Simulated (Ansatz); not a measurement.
Calculated coordination and ¹⁴N quadrupole coupling for KLiC4N6

Cell: a computed structure from the Materials Project (it need not be an observed phase), taken as it stands.

```cif
data_KLiC4N6
_symmetry_space_group_name_H-M 'I4/mcm'
_symmetry_Int_Tables_number 140
_cell_length_a 7.2841
_cell_length_b 7.2841
_cell_length_c 14.2093
_cell_angle_alpha 90.000
_cell_angle_beta 90.000
_cell_angle_gamma 90.000
loop_
_atom_site_label
_atom_site_type_symbol
_atom_site_symmetry_multiplicity
_atom_site_Wyckoff_symbol
_atom_site_fract_x
_atom_site_fract_y
_atom_site_fract_z
K K 4 a 0.0000 0.0000 0.2500
Li Li 4 b 0.0000 0.5000 0.2500
C C 16 l 0.3022 0.1978 0.4192
N13 N 8 h 0.2443 0.2557 0.5000
N17 N 16 l 0.3445 0.1555 0.3418
```

One atom of each set is listed; the run and its k-mesh use a cell of 24 atoms with edges of 8.78, 8.78, 8.78 Å.

The numbers come from a DFT calculation in Ansatz (PBE, plane waves and PAW, scalar-relativistic, 420 eV cutoff, Γ-centred 6×6×6 k-points, Fermi–Dirac smearing 0.02 eV).

Q(¹⁴N) = 20.44 mb.

Problem. Rank these N sites by |C_Q|, smallest first.
A. N13: 2 C at 1.29 Å, angle 125°
B. N17: 1 C at 1.18 Å, 1 Li at 2.07 Å, angle 151°; also 2 K at 3.05 Å

Solution. B (1.49 MHz, η = 0.53), A (3.90 MHz, η = 0.30).

At N17 V_zz points along the shorter of its two bonds, to C (within 3°). At N13 V_zz runs parallel to the line that joins its two neighbours (within 1°). Like point charges on the first shell alone (each adding as 1/d³) would put N17 above N13: the kind of neighbour, the covalent part of each bond and the atoms beyond the first shell count as well.
